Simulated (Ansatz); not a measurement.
Space group P6/mmm (No. 191). a = 4.201 Å, b = 4.201 Å, c = 2.662 Å, α = 90.00°, β = 90.00°, γ = 120.00°
| atom | site | symmetry | x | y | z |
| --- | --- | --- | --- | --- | --- |
| Li | 2d | -6m2 | 0.3333 | 0.6667 | 0.5000 |
| Pd | 1a | 6/mmm | 0.0000 | 0.0000 | 0.0000 |

Equation of state of this Li2Pd structure (not necessarily the ground state), with shape and atoms relaxed at each volume where symmetry leaves them free. It has no gap at any of these volumes. All numbers below come from Ansatz 0.2.0, DFT PBEsol, scalar-relativistic, plane waves, PAW.

Plane waves to 420 eV, a k mesh through Γ of 12×12×16 on the computed 3-atom cell and Gaussian smearing (0.10 eV); no spin polarisation.

| V (Å³/atom) | E − E(largest V) (meV/atom) | P (GPa) |
| --- | --- | --- |
| 12.746 | 1.53 | 3.77 |
| 13.153 | -5.41 | 1.73 |
| 13.560 | -7.53 | 0.00 |
| 13.966 | -5.52 | -1.48 |
| 14.373 | 0.00 | -2.77 |

Question: Fit a third-order Birch–Murnaghan equation to E(V).

Answer: V0 = 13.55 Å³/atom, B0 = 54 GPa, B0' = 4.2.